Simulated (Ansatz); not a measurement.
ZrTi$_{2}$Ga$_{4}$:
```yaml
crystal:
  lattice:
    - [-3.26094, 3.26094, 2.72181]
    - [3.26094, -3.26094, 2.72181]
    - [3.26094, 3.26094, -2.72181]
  atoms:
    - { symbol: Zr, position: [0.00000, 0.00000, 0.00000] }
    - { symbol: Ti, position: [0.75000, 0.25000, 0.50000] }
    - { symbol: Ti, position: [0.25000, 0.75000, 0.50000] }
    - { symbol: Ga, position: [0.30498, 0.30498, 0.60997] }
    - { symbol: Ga, position: [0.69502, 0.69502, 0.39003] }
    - { symbol: Ga, position: [0.30498, 0.69502, 0.00000] }
    - { symbol: Ga, position: [0.69502, 0.30498, 0.00000] }
```

Relaxed with r²SCAN. Special points in fractions of this cell's reciprocal vectors: Γ (0.000, 0.000, 0.000); X (0.000, 0.000, 0.500); M (-0.500, 0.500, 0.500); Z (0.424, 0.424, -0.424); Z0 (-0.424, 0.576, 0.424); P (0.250, 0.250, 0.250); N (0.000, 0.500, 0.000).

Q: List the band energies nearest the Fermi level at these points for the program Ansatz at the r²SCAN level (PAW).

A: In eV from the Fermi level; about four levels below and three above (degenerate sets whole), none deeper than 8.9 eV; points with the same levels are listed once.

| k | below | above |
|---|---|---|
| Γ | -1.71 -1.71 -0.88 -0.67 -0.42 | 1.49 1.55 2.25 |
| X | -1.36 -0.91 -0.36 -0.33 | 1.38 1.51 2.61 |
| M | -1.99 -1.99 -1.49 -1.39 -0.39 | 0.09 0.52 0.52 |
| Z | -1.99 -1.99 -0.26 -0.15 | 0.16 0.54 0.54 |
| P | -1.29 -1.02 -0.55 -0.55 | 0.62 0.62 1.02 |
| N | -2.13 -1.52 -1.52 -0.90 | 0.02 0.16 0.27 |

Space group I4/mmm. The first step of the workflow began from a Materials Project structure, measured or hypothetical; the Crystallography Open Database copy checked does not list it. Whether it is the stable phase at ambient conditions was not checked. Symmetry was held in the r²SCAN relaxation; its stability against distortions is not shown here. No spin polarisation was allowed. Scalar-relativistic: spin–orbit coupling is off unless named, which matters more the heavier the elements.

Potentials: the later of the program's two PAW sets.
